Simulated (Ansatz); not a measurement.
SnO2:
```yaml
crystal:
  lattice:
    - [4.82747, 0.00000, 0.00000]
    - [0.00000, 4.82747, 0.00000]
    - [0.00000, 0.00000, 3.23816]
  atoms:
    - { symbol: Sn, position: [0.50000, 0.50000, 0.50000] }
    - { symbol: Sn, position: [0.00000, 0.00000, 0.00000] }
    - { symbol: O, position: [0.19343, 0.80657, 0.50000] }
    - { symbol: O, position: [0.80657, 0.19343, 0.50000] }
    - { symbol: O, position: [0.69343, 0.69343, 0.00000] }
    - { symbol: O, position: [0.30657, 0.30657, 0.00000] }
```

Relaxed with PBE. Special points in fractions of this cell's reciprocal vectors: Γ (0.000, 0.000, 0.000); X (0.000, 0.500, 0.000); M (0.500, 0.500, 0.000); Z (0.000, 0.000, 0.500); R (0.000, 0.500, 0.500); A (0.500, 0.500, 0.500).

Question: List the band energies nearest the valence-band maximum at these points for PBE in the plane-wave PAW code Ansatz.

Answer: In eV from the valence-band maximum; about four levels below and three above (degenerate sets whole), none deeper than 8.9 eV; points with the same levels are listed once.

```json
[
 {"k": "Γ", "below": "-1.25 -1.25 -0.74 -0.74 0.00", "above": "0.68 5.70 6.08 6.08"},
 {"k": "X", "below": "-1.20 -1.20 -0.60 -0.60", "above": "3.89 3.89 6.82 6.82"},
 {"k": "M", "below": "-1.32 -1.32 -0.85 -0.85", "above": "4.28 4.28 7.16 7.16"},
 {"k": "Z", "below": "-1.52 -1.52 -1.18 -1.18", "above": "5.60 5.60 9.37 9.37"},
 {"k": "R", "below": "-1.01 -1.01 -0.74 -0.74", "above": "5.86 5.86 7.62 7.62"},
 {"k": "A", "below": "-0.91 -0.91 -0.78 -0.78", "above": "4.36 4.36 8.63 8.63"}
]
```

Space group P4_2/mnm (rutile). The PBE relaxation kept the symmetry of its start. Spin–orbit coupling is left out wherever it is not named.

Potentials: the later of the program's two PAW sets.
